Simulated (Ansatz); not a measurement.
Input, command and steps of an Ansatz relaxation.

```yaml
crystal:
  lattice:
    - [5.160702, 0.014922, -0.183707]
    - [0.014922, 5.42453, 0.355435]
    - [-0.183707, 0.355435, 5.109094]
  atoms:
    - { symbol: Zr, position: [0.311956754, 0.3276082888, 0.5673714825] }
    - { symbol: Zr, position: [0.3054118443, 0.8329824523, 0.5114645136] }
    - { symbol: Au, position: [0.572996761, 0.022202303, 0.0434812081] }
    - { symbol: Au, position: [0.8157778117, 0.0679415545, 0.6028668775] }
    - { symbol: Au, position: [0.8598923565, 0.6065991057, 0.2239726831] }
    - { symbol: Au, position: [0.8201587307, 0.5690232163, 0.7297990436] }
    - { symbol: Au, position: [0.3729419572, 0.5706864808, 0.0433327797] }
    - { symbol: Au, position: [0.0420322299, 0.1880510568, 0.0629392726] }
  symmetry: { detect: false }
basis:
  ecutwfc: 420
kpoints:
  mp_grid: { grid: [3, 3, 3], shift: [0.0, 0.0, 0.0] }
hamiltonian:
  xc: pbesol
scf:
  occupations: { method: gaussian, width: 0.1 }
  lower_state_search: "off"
output:
  forces: true
  stress: true
  eigenvalues: true
relax:
  adjacent_minimum: "off"
  f_tol: 0.04
  max_steps: 70
  cell: { stress_tol: 0.3 }
```

```bash
ansatz run input.yaml --threads 2 --pin off --max-ram 4096MiB --backend cpu --events-out ev --progress --plain --runs-dir out
```

Level of theory: Ansatz, DFT PBEsol, scalar-relativistic, plane waves, PAW.

Of 11 frames 10 are shown, positions in Å and forces in eV/Å; the SCF threshold varies from step to step. Steps run on the plane waves of an earlier cell, with a Pulay correction in the pressure. The basis is chosen afresh for the last frame, the zero of the energies, and can be on the way; energy and pressure step there, also at an unchanged geometry. Here that happened at step 8 (-3 meV/atom, 0.3 GPa); the frames before carry an error of that size.

```xyz
8
Lattice="5.1607 0.0149 -0.1837 0.0149 5.4245 0.3554 -0.1837 0.3554 5.1091" Properties=species:S:1:pos:R:3:forces:R:3 pbc="T T T" step=1 free_energy_over_end_meV_per_atom=159.29 pressure_GPa=9.60
Zr    1.5106    1.9834    2.9579   -0.1180   -0.1610    0.2440
Zr    1.4946    4.7049    2.8531    0.1640    0.0810   -0.3330
Au    2.9494    0.1444    0.1248   -1.7620    0.9090    0.5870
Au    4.1002    0.5950    2.9544    0.2600    0.2610   -1.6690
Au    4.4056    3.3830    1.2019    0.9940    0.3610    1.3000
Au    4.1070    3.3583    3.7802   -0.3940    0.0120   -0.8180
Au    1.9252    3.1167    0.3557   -0.7800   -0.3030   -0.3450
Au    0.2082    1.0431    0.3807    1.6370   -1.1600    1.0330
8
Lattice="5.1897 0.0601 -0.1801 0.0611 5.6724 0.3289 -0.1751 0.3398 5.1898" Properties=species:S:1:pos:R:3:forces:R:3 pbc="T T T" step=2 free_energy_over_end_meV_per_atom=63.21 pressure_GPa=-2.93
Zr    1.5231    2.0562    3.0206   -0.0500   -0.0100    0.0710
Zr    1.5743    4.9146    2.8370    0.2520   -0.1240    0.1650
Au    2.8580    0.2423    0.1535    0.4090   -0.0060   -0.3110
Au    4.1457    0.6583    2.8838   -0.0780    0.0950   -0.1430
Au    4.5242    3.6042    1.2696    0.1310    0.2190   -0.4160
Au    4.1434    3.5225    3.8172   -0.2250   -0.0940    0.6650
Au    1.9166    3.2677    0.3234    0.0740    0.1010   -0.2100
Au    0.3053    0.9943    0.4587   -0.5130   -0.1810    0.1790
8
Lattice="5.0856 0.0853 -0.2016 0.0836 5.7517 0.2726 -0.1929 0.2950 5.1333" Properties=species:S:1:pos:R:3:forces:R:3 pbc="T T T" step=3 free_energy_over_end_meV_per_atom=36.48 pressure_GPa=-0.26
Zr    1.4772    2.0610    2.9618    0.0190    0.0310   -0.0180
Zr    1.6123    4.9540    2.7672    0.1000   -0.0790    0.1220
Au    2.7763    0.2188    0.0722    0.3730   -0.0580   -0.2730
Au    4.0549    0.6585    2.7847   -0.0380    0.0460   -0.0560
Au    4.4711    3.7342    1.2396    0.0360    0.2030   -0.2290
Au    4.0417    3.5610    3.7761   -0.1050   -0.1780    0.4370
Au    1.8866    3.2991    0.2639   -0.0120    0.0580   -0.0600
Au    0.2655    1.0047    0.4731   -0.3740   -0.0220    0.0750
8
Lattice="4.9498 0.1103 -0.2293 0.1054 6.0143 0.2345 -0.2146 0.2773 5.1076" Properties=species:S:1:pos:R:3:forces:R:3 pbc="T T T" step=4 free_energy_over_end_meV_per_atom=17.76 pressure_GPa=-0.60
Zr    1.4490    2.1920    2.9050   -0.1060   -0.3430   -0.0110
Zr    1.6567    5.1307    2.6893    0.1760    0.4210    0.0230
Au    2.6926    0.1467   -0.0914    0.0860    0.0110   -0.0520
Au    3.9920    0.6559    2.7078   -0.0440    0.0890   -0.0070
Au    4.3116    4.0401    1.2751   -0.0320    0.0860    0.0600
Au    3.9139    3.6159    3.8184   -0.0960   -0.1120    0.0370
Au    1.7738    3.4852    0.2259    0.0190    0.0180   -0.0180
Au    0.2482    1.1144    0.5024   -0.0020   -0.1710   -0.0330
8
Lattice="4.8875 0.1559 -0.2514 0.1497 6.0984 0.1867 -0.2322 0.2384 5.0759" Properties=species:S:1:pos:R:3:forces:R:3 pbc="T T T" step=5 free_energy_over_end_meV_per_atom=12.60 pressure_GPa=1.12
Zr    1.4034    2.1994    2.8536   -0.0230    0.3210    0.0310
Zr    1.7352    5.2682    2.6161   -0.0690   -0.2990   -0.1010
Au    2.7116    0.1129   -0.2095   -0.0740    0.0270    0.2350
Au    3.9538    0.7124    2.5933   -0.0430    0.1170    0.0790
Au    4.2487    4.1775    1.3184    0.0660    0.0400    0.2230
Au    3.8178    3.5920    3.8513   -0.0850   -0.1570   -0.3160
Au    1.7136    3.5695    0.2042    0.0240    0.0390    0.0520
Au    0.2907    1.0957    0.4737    0.2040   -0.0870   -0.2020
8
Lattice="4.9812 0.1829 -0.2905 0.1749 6.1438 0.1687 -0.2754 0.2295 4.9875" Properties=species:S:1:pos:R:3:forces:R:3 pbc="T T T" step=7 free_energy_over_end_meV_per_atom=3.97 pressure_GPa=0.06
Zr    1.3703    2.2470    2.7948   -0.0110    0.0000    0.0220
Zr    1.7802    5.3136    2.5562    0.0010    0.0000   -0.0170
Au    2.8486    0.1683   -0.2009   -0.0050   -0.0050   -0.0040
Au    3.9783    0.7999    2.4473   -0.0010   -0.0050    0.0020
Au    4.3568    4.2831    1.2990    0.0110    0.0090    0.0090
Au    3.7717    3.4588    3.7602    0.0000   -0.0010   -0.0060
Au    1.7118    3.6646    0.1815    0.0020    0.0090    0.0030
Au    0.4011    1.0226    0.3994    0.0030   -0.0060   -0.0080
8
Lattice="4.9812 0.1829 -0.2905 0.1749 6.1438 0.1687 -0.2754 0.2295 4.9875" Properties=species:S:1:pos:R:3:forces:R:3 pbc="T T T" step=8 free_energy_over_end_meV_per_atom=1.03 pressure_GPa=0.37
Zr    1.3703    2.2470    2.7948   -0.0110    0.0000    0.0220
Zr    1.7802    5.3136    2.5562    0.0010   -0.0010   -0.0170
Au    2.8486    0.1683   -0.2009   -0.0060   -0.0040   -0.0040
Au    3.9783    0.7999    2.4473   -0.0010   -0.0050    0.0020
Au    4.3568    4.2831    1.2990    0.0110    0.0080    0.0090
Au    3.7717    3.4588    3.7602    0.0000    0.0000   -0.0060
Au    1.7118    3.6646    0.1815    0.0020    0.0090    0.0030
Au    0.4011    1.0226    0.3994    0.0040   -0.0070   -0.0080
8
Lattice="4.9480 0.2071 -0.3280 0.1971 6.2982 0.1660 -0.3111 0.2390 4.9484" Properties=species:S:1:pos:R:3:forces:R:3 pbc="T T T" step=9 free_energy_over_end_meV_per_atom=0.29 pressure_GPa=-0.01
Zr    1.3247    2.3109    2.7832    0.0060   -0.0030   -0.0030
Zr    1.7901    5.4567    2.4994   -0.0040    0.0030    0.0030
Au    2.8273    0.1633   -0.2317   -0.0520   -0.0280   -0.0130
Au    3.9328    0.8384    2.3940    0.0000    0.0000    0.0020
Au    4.3457    4.4308    1.2603    0.0110    0.0270    0.0520
Au    3.7179    3.5442    3.6938   -0.0110   -0.0280   -0.0520
Au    1.7137    3.7638    0.1673   -0.0020    0.0000    0.0000
Au    0.4017    1.0670    0.3997    0.0520    0.0290    0.0110
8
Lattice="4.9577 0.2074 -0.3275 0.1975 6.2684 0.1640 -0.3106 0.2344 4.9582" Properties=species:S:1:pos:R:3:forces:R:3 pbc="T T T" step=10 free_energy_over_end_meV_per_atom=0.03 pressure_GPa=-0.02
Zr    1.3285    2.2978    2.7886    0.0010    0.0000   -0.0020
Zr    1.7940    5.4301    2.5022   -0.0020    0.0000    0.0030
Au    2.8303    0.1598   -0.2343   -0.0050    0.0040   -0.0040
Au    3.9412    0.8335    2.3995    0.0000    0.0010    0.0010
Au    4.3571    4.4122    1.2659    0.0040   -0.0040    0.0050
Au    3.7232    3.5232    3.6976   -0.0040    0.0030   -0.0050
Au    1.7166    3.7469    0.1663   -0.0010   -0.0010    0.0000
Au    0.4054    1.0653    0.4030    0.0050   -0.0030    0.0030
8
Lattice="4.9577 0.2074 -0.3275 0.1975 6.2684 0.1640 -0.3106 0.2344 4.9582" Properties=species:S:1:pos:R:3:forces:R:3 pbc="T T T" step=11 free_energy_over_end_meV_per_atom=0.00 pressure_GPa=-0.02
Zr    1.3285    2.2978    2.7886    0.0010    0.0000   -0.0020
Zr    1.7940    5.4301    2.5022   -0.0020    0.0000    0.0030
Au    2.8303    0.1598   -0.2343   -0.0050    0.0040   -0.0040
Au    3.9412    0.8335    2.3995    0.0000    0.0010    0.0010
Au    4.3571    4.4122    1.2659    0.0040   -0.0040    0.0050
Au    3.7232    3.5232    3.6976   -0.0040    0.0030   -0.0050
Au    1.7166    3.7469    0.1663   -0.0010   -0.0010    0.0000
Au    0.4054    1.0653    0.4030    0.0050   -0.0030    0.0030
```

The run took 73 s on 2 threads of Intel(R) Xeon(R) Platinum 8375C CPU @ 2.90GHz (Ice Lake) (shared host), peak memory 0.6 GiB.

The k mesh is coarse. Spin–orbit coupling is left out, which can shift energies with elements as heavy as these.